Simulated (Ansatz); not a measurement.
## Is this SnAs2Se structure a true minimum?

It was reached by relaxing an invented guess, and it needn't be the stable form of this composition.

These are results of DFT PBE, scalar-relativistic, plane waves, PAW in Ansatz 0.2.0, not measurements. Settings: cutoff 420 eV, Γ-centred mesh 18×18×4 on the computed 4-atom cell, Gaussian smearing of 0.10 eV; no spin polarisation.

The cell below (4 atoms, space group P6/mmm (No. 191)) is relaxed within its symmetry.

```cif
data_structure
_symmetry_space_group_name_H-M 'P 1'
_symmetry_Int_Tables_number 1
_cell_length_a 3.0620
_cell_length_b 3.0620
_cell_length_c 11.2134
_cell_angle_alpha 90.000
_cell_angle_beta 90.000
_cell_angle_gamma 120.000
_cell_volume 91.05
loop_
_atom_site_label
_atom_site_type_symbol
_atom_site_fract_x
_atom_site_fract_y
_atom_site_fract_z
_atom_site_occupancy
Sn1 Sn 0.00000 0.00000 0.00000 1
As1 As 0.00000 0.00000 0.25885 1
As2 As 0.00000 0.00000 0.74115 1
Se1 Se 0.00000 0.00000 0.50000 1
```

For the test a repeat of it with 8 atoms (edges 3.06, 3.06, 22.43 Å) was strained at random (σ = 1.5 % a component), the atoms were moved at random (σ = 0.10 Å), and all was relaxed again on a coarse 12×12×1 mesh (in the run’s order of axes) with 0.20 eV smearing, with no symmetry imposed.

Question: What happens?

Answer: It doesn't return. The energy falls by 131 meV/atom on that mesh, the volume changes by 2.8 %, and the end has space group P4mm (No. 99) at a loose tolerance. Relaxed again on a 16×16×4 mesh with 0.10 eV smearing, the new structure lies 127 meV/atom below the first (mesh in the axes of the run's cell; the cell below is made exact in the group named). Space group P4/mmm (No. 123), tetragonal, a = 2.866 Å, c = 11.341 Å. Sn is surrounded by 4 Sn at 2.87 Å and 2 As at 2.91 Å; around As lie 1 Se at 2.76 Å, 4 As at 2.87 Å and 1 Sn at 2.91 Å; Se is surrounded by 2 As at 2.76 Å and 4 Se at 2.87 Å.

```
Sn As Se
1.0
     2.86604    0.00000    0.00000
     0.00000    2.86604    0.00000
     0.00000    0.00000   11.34062
Sn As Se
1 2 1
Direct
  0.00000 0.00000 0.00000
  0.00000 0.00000 0.25682
  0.00000 0.00000 0.74318
  0.00000 0.00000 0.50000
```
